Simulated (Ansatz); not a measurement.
Given:

HfC:
```xyz
2
Lattice="0.0000 2.5133 2.5133 2.5133 0.0000 2.5133 2.5133 2.5133 0.0000" Properties=species:S:1:pos:R:3 pbc="T T T"
Hf     0.0000     0.0000     0.0000
C      1.2567     1.2567     1.2567
```

This is the r²SCAN-relaxed structure.

Task: All from r²SCAN (plane waves, PAW; program Ansatz), unless another level is named. Predict the band gap.

Result: 0.57 eV (direct).

Task: What about the formation energy from the elements (no fitted shifts)?

Result: -0.45 eV/atom.

Task: Next, the valence-band maximum?

Result: at W.

Space group F-43m (zinc blende). The start of the workflow was typed in or built on a structure type; neither database checked (COD, Materials Project) lists it. It is not the phase usual at ambient conditions (space group No. 225). The r²SCAN relaxation kept the symmetry of its start; its stability against distortions is not shown here. The run is not spin-polarised. The references are the lowest solids computed at this level, not always the standard phases. Scalar-relativistic: spin–orbit coupling is off unless named, which matters more the heavier the elements.

Potentials: the later of the program's two PAW sets.
